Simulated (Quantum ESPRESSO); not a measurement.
## In2AlGaP4 (finding a planted mistake in a log)

Simulated, not a measurement. The program is pw.x of Quantum ESPRESSO 7.5 (plane-wave density functional theory). The cell is made up: 8 atoms on a zincblende/diamond lattice, with randomly drawn elements, strain and displacements, not relaxed. PseudoDojo standard norm-conserving files (v0.5 for PBE, v0.4.1 for LDA and PBEsol) set the functional; there is no spin polarisation, spin-orbit coupling or dispersion term, and the masses in the input are unused placeholders.

Intended input:

```
&control calculation='scf', pseudo_dir='./dojo.nc.sr.pbe.v0_5.standard.upf', outdir='./o', disk_io='medium', tprnfor=.true., tstress=.true. /
&system ibrav=0, nat=8, ntyp=4, nbnd=37, ecutwfc=79.96652505, nosym=.true., tot_charge=0,
 occupations='smearing', smearing='fd', degauss=0.0018374661
/
&electrons conv_thr=7.350e-09, electron_maxstep=60, /
ATOMIC_SPECIES
Al 1.0 Al.upf
Ga 1.0 Ga.upf
In 1.0 In.upf
P 1.0 P.upf
CELL_PARAMETERS angstrom
5.8266 0.0 0.0
0.0 5.8266 0.0
0.0 0.0 5.8266
ATOMIC_POSITIONS angstrom
In -0.0065 -0.0308 -0.0399
Al -0.0357 2.8914 2.8587
Ga 2.9083 0.0529 3.0099
In 2.9575 2.9694 -0.052
P 1.4114 1.3402 1.4923
P 1.4414 4.4045 4.4976
P 4.4713 1.4562 4.2565
P 4.2443 4.3336 1.4823
K_POINTS automatic
4 4 4 1 1 1
```

The log is shortened where brackets say so; the opening notice, blank lines, dates and the lines on written files are dropped, and the path of the files is cut. It prints rydbergs, bohrs and kilobars, and counts compression as positive stress.

Log of the intended run:

```
     Program PWSCF v.7.5
     Parallel version (MPI & OpenMP), running on       1 processor cores
     Number of MPI processes:                 1
     Threads/MPI process:                     1
     [start-up lines left out]
     bravais-lattice index     =            0
     lattice parameter (alat)  =      11.0107  a.u.
     unit-cell volume          =    1334.8800 (a.u.)^3
     number of atoms/cell      =            8
     number of atomic types    =            4
     number of electrons       =        62.00
     number of Kohn-Sham states=           37
     kinetic-energy cutoff     =      79.9665  Ry
     charge density cutoff     =     319.8661  Ry
     scf convergence threshold =      7.3E-09
     mixing beta               =       0.7000
     number of iterations used =            8  plain     mixing
     Exchange-correlation= PBE
                           (   1   4   3   4   0   0   0)
     [axes and pseudopotential details left out]
   Cartesian axes
     site n.     atom                  positions (alat units)
         1        In     tau(   1) = (  -0.0011156  -0.0052861  -0.0068479  )
         2        Al     tau(   2) = (  -0.0061271   0.4962414   0.4906292  )
         3        Ga     tau(   3) = (   0.4991419   0.0090791   0.5165791  )
         4        In     tau(   4) = (   0.5075859   0.5096283  -0.0089246  )
         5        P      tau(   5) = (   0.2422339   0.2300141   0.2561185  )
         6        P      tau(   6) = (   0.2473827   0.7559297   0.7719081  )
         7        P      tau(   7) = (   0.7673944   0.2499228   0.7305290  )
         8        P      tau(   8) = (   0.7284351   0.7437614   0.2544022  )
     number of k points=    32  Fermi-Dirac smearing, width (Ry)=  0.0018
                       cart. coord. in units 2pi/alat
        k(    1) = (   0.1250000   0.1250000   0.1250000), wk =   0.0625000
        k(    2) = (   0.1250000   0.1250000   0.3750000), wk =   0.0625000
     [further k points left out]
     Dense  grid:   129043 G-vectors     FFT dimensions: (  64,  64,  64)
     Estimated max dynamical RAM per process >     170.47 MB
     Initial potential from superposition of free atoms
     starting charge      61.9865, renormalised to      62.0000
     Starting wfcs are   47 randomized atomic wfcs
     total cpu time spent up to now is       19.5 secs
     per-process dynamical memory:    97.0 Mb
     Self-consistent Calculation
     iteration #  1     ecut=    79.97 Ry     beta= 0.70
     Davidson diagonalization with overlap
     ethr =  1.00E-02,  avg # of iterations =  4.0
     Threshold (ethr) on eigenvalues was too large:
     Diagonalizing with lowered threshold
     Davidson diagonalization with overlap
     ethr =  5.97E-04,  avg # of iterations =  2.0
     total cpu time spent up to now is       84.9 secs
     total energy              =    -478.81658474 Ry
     estimated scf accuracy    <       0.37858827 Ry
     iteration #  2     ecut=    79.97 Ry     beta= 0.70
     Davidson diagonalization with overlap
     ethr =  6.11E-04,  avg # of iterations =  2.4
     total cpu time spent up to now is      120.5 secs
     total energy              =    -478.91725372 Ry
     estimated scf accuracy    <       0.10970237 Ry
     [iterations 3 to 9 left out]
     iteration # 10     ecut=    79.97 Ry     beta= 0.70
     Davidson diagonalization with overlap
     ethr =  6.30E-11,  avg # of iterations =  2.8
     total cpu time spent up to now is      503.8 secs
     total energy              =    -478.93780015 Ry
     estimated scf accuracy    <       0.00000001 Ry
     iteration # 11     ecut=    79.97 Ry     beta= 0.70
     Davidson diagonalization with overlap
     ethr =  1.66E-11,  avg # of iterations =  2.2
     total cpu time spent up to now is      542.6 secs
     End of self-consistent calculation
     [lines on levels left out]
!    total energy              =    -478.93780015 Ry
     estimated scf accuracy    <          2.1E-10 Ry
     smearing contrib. (-TS)   =      -0.00000000 Ry
     internal energy E=F+TS    =    -478.93780015 Ry
     The total energy is F=E-TS. E is the sum of the following terms:
     one-electron contribution =    -213.46351470 Ry
     hartree contribution      =     145.64386333 Ry
     xc contribution           =    -140.46031970 Ry
     ewald contribution        =    -270.65782908 Ry
     convergence has been achieved in  11 iterations
     Forces acting on atoms (cartesian axes, Ry/au):
     atom    1 type  3   force =    -0.03893557    0.00960390    0.04050968
     atom    2 type  1   force =     0.01858821    0.01176284   -0.00737134
     atom    3 type  2   force =    -0.01188784   -0.01539252   -0.01458285
     atom    4 type  3   force =    -0.01403379   -0.06116113    0.00665188
     atom    5 type  4   force =     0.02113465    0.04458171    0.03330768
     atom    6 type  4   force =     0.00855312   -0.02750132   -0.10827122
     atom    7 type  4   force =    -0.02782231    0.01050438   -0.00851340
     atom    8 type  4   force =     0.04440353    0.02760213    0.05826957
     Total force =     0.177600     Total SCF correction =     0.000039
     Computing stress (Cartesian axis) and pressure
          total   stress  (Ry/bohr**3)                   (kbar)     P=      -16.44
  -0.00011004  -0.00005432   0.00006372          -16.19       -7.99        9.37
  -0.00005432  -0.00011335   0.00006885           -7.99      -16.68       10.13
   0.00006372   0.00006885  -0.00011191            9.37       10.13      -16.46
     init_run     :     17.53s CPU     19.28s WALL (       1 calls)
     electrons    :    497.28s CPU    523.11s WALL (       1 calls)
     forces       :      7.41s CPU      7.51s WALL (       1 calls)
     stress       :     22.42s CPU     23.44s WALL (       1 calls)
     [timing details left out]
     PWSCF        :   9m 4.95s CPU   9m34.80s WALL
     JOB DONE.
```

A second run was made from an input with one planted mistake. Its log:

```
     Program PWSCF v.7.5
     Parallel version (MPI & OpenMP), running on       1 processor cores
     Number of MPI processes:                 1
     Threads/MPI process:                     1
     [start-up lines left out]
     bravais-lattice index     =            0
     lattice parameter (alat)  =      11.0107  a.u.
     unit-cell volume          =    1334.8800 (a.u.)^3
     number of atoms/cell      =            8
     number of atomic types    =            4
     number of electrons       =        62.00
     number of Kohn-Sham states=           37
     kinetic-energy cutoff     =      79.9665  Ry
     charge density cutoff     =     319.8661  Ry
     scf convergence threshold =      7.3E-09
     mixing beta               =       0.7000
     number of iterations used =            8  plain     mixing
     Exchange-correlation= PBESOL
                           (   1   4  10   8   0   0   0)
     [axes and pseudopotential details left out]
   Cartesian axes
     site n.     atom                  positions (alat units)
         1        In     tau(   1) = (  -0.0011156  -0.0052861  -0.0068479  )
         2        Al     tau(   2) = (  -0.0061271   0.4962414   0.4906292  )
         3        Ga     tau(   3) = (   0.4991419   0.0090791   0.5165791  )
         4        In     tau(   4) = (   0.5075859   0.5096283  -0.0089246  )
         5        P      tau(   5) = (   0.2422339   0.2300141   0.2561185  )
         6        P      tau(   6) = (   0.2473827   0.7559297   0.7719081  )
         7        P      tau(   7) = (   0.7673944   0.2499228   0.7305290  )
         8        P      tau(   8) = (   0.7284351   0.7437614   0.2544022  )
     number of k points=    32  Fermi-Dirac smearing, width (Ry)=  0.0018
                       cart. coord. in units 2pi/alat
        k(    1) = (   0.1250000   0.1250000   0.1250000), wk =   0.0625000
        k(    2) = (   0.1250000   0.1250000   0.3750000), wk =   0.0625000
     [further k points left out]
     Dense  grid:   129043 G-vectors     FFT dimensions: (  64,  64,  64)
     Estimated max dynamical RAM per process >     170.47 MB
     Initial potential from superposition of free atoms
     starting charge      61.9877, renormalised to      62.0000
     Starting wfcs are   47 randomized atomic wfcs
     total cpu time spent up to now is       20.2 secs
     per-process dynamical memory:   105.7 Mb
     Self-consistent Calculation
     iteration #  1     ecut=    79.97 Ry     beta= 0.70
     Davidson diagonalization with overlap
     ethr =  1.00E-02,  avg # of iterations =  4.0
     Threshold (ethr) on eigenvalues was too large:
     Diagonalizing with lowered threshold
     Davidson diagonalization with overlap
     ethr =  5.41E-04,  avg # of iterations =  2.0
     total cpu time spent up to now is       98.9 secs
     total energy              =    -477.91187117 Ry
     estimated scf accuracy    <       0.34511426 Ry
     iteration #  2     ecut=    79.97 Ry     beta= 0.70
     Davidson diagonalization with overlap
     ethr =  5.57E-04,  avg # of iterations =  2.4
     total cpu time spent up to now is      139.7 secs
     total energy              =    -478.00214048 Ry
     estimated scf accuracy    <       0.10188630 Ry
     [iterations 3 to 8 left out]
     iteration #  9     ecut=    79.97 Ry     beta= 0.70
     Davidson diagonalization with overlap
     ethr =  3.98E-10,  avg # of iterations =  3.6
     total cpu time spent up to now is      427.0 secs
     total energy              =    -478.02141760 Ry
     estimated scf accuracy    <       0.00000002 Ry
     iteration # 10     ecut=    79.97 Ry     beta= 0.70
     Davidson diagonalization with overlap
     ethr =  3.34E-11,  avg # of iterations =  3.5
     total cpu time spent up to now is      470.5 secs
     End of self-consistent calculation
     [lines on levels left out]
!    total energy              =    -478.02141760 Ry
     estimated scf accuracy    <          5.9E-09 Ry
     smearing contrib. (-TS)   =      -0.00000000 Ry
     internal energy E=F+TS    =    -478.02141760 Ry
     The total energy is F=E-TS. E is the sum of the following terms:
     one-electron contribution =    -213.79894564 Ry
     hartree contribution      =     145.38232756 Ry
     xc contribution           =    -138.94697044 Ry
     ewald contribution        =    -270.65782908 Ry
     convergence has been achieved in  10 iterations
     Forces acting on atoms (cartesian axes, Ry/au):
     atom    1 type  3   force =    -0.03717142    0.00922659    0.03929197
     atom    2 type  1   force =     0.01847502    0.01181666   -0.00733440
     atom    3 type  2   force =    -0.01157953   -0.01499561   -0.01442017
     atom    4 type  3   force =    -0.01379039   -0.05856516    0.00679583
     atom    5 type  4   force =     0.02175249    0.04159587    0.03063247
     atom    6 type  4   force =     0.00968117   -0.02520426   -0.10316994
     atom    7 type  4   force =    -0.02902507    0.00806456   -0.00604159
     atom    8 type  4   force =     0.04165772    0.02806134    0.05424584
     Total force =     0.169419     Total SCF correction =     0.000276
     Computing stress (Cartesian axis) and pressure
          total   stress  (Ry/bohr**3)                   (kbar)     P=      -39.09
  -0.00026459  -0.00005124   0.00005880          -38.92       -7.54        8.65
  -0.00005124  -0.00026642   0.00006498           -7.54      -39.19        9.56
   0.00005880   0.00006498  -0.00026611            8.65        9.56      -39.15
     init_run     :     19.19s CPU     20.08s WALL (       1 calls)
     electrons    :    428.43s CPU    450.29s WALL (       1 calls)
     forces       :      9.73s CPU      9.83s WALL (       1 calls)
     stress       :     33.55s CPU     34.93s WALL (       1 calls)
     [timing details left out]
     PWSCF        :   8m11.20s CPU   8m35.98s WALL
     JOB DONE.
```

Question: what was wrong in the second input?

Answer: the files are those of another functional. The input lines that differ, file-writing options aside:

```
- &control calculation='scf', pseudo_dir='./dojo.nc.sr.pbe.v0_5.standard.upf', outdir='./o', disk_io='medium', tprnfor=.true., tstress=.true. /
+ &control calculation='scf', pseudo_dir='./dojo.nc.sr.pbesol.v0_4_1.standard.upf', outdir='./o', disk_io='medium', tprnfor=.true., tstress=.true. /
```

|  | intended run | run with the mistake |
| --- | --- | --- |
| free energy (eV) | -6516.281 | -6503.813 |
| smearing term -TS (eV) | 0.0000 | 0.0000 |
| pressure (GPa) | -1.64 | -3.91 |
| largest force component (eV/Å) | 2.784 | 2.653 |
| largest change of a force component (eV/Å) |  | 0.131 |
| iterations | 11 | 10 |

For scale, a rerun of the intended cell at 1377 eV and a 6 x 6 x 6 mesh moved values by no more than 0.008 eV in energy, 0.02 GPa in stress and 0.002 eV/Å in force. Files of another functional have another zero of energy, so the energy change says nothing on stability.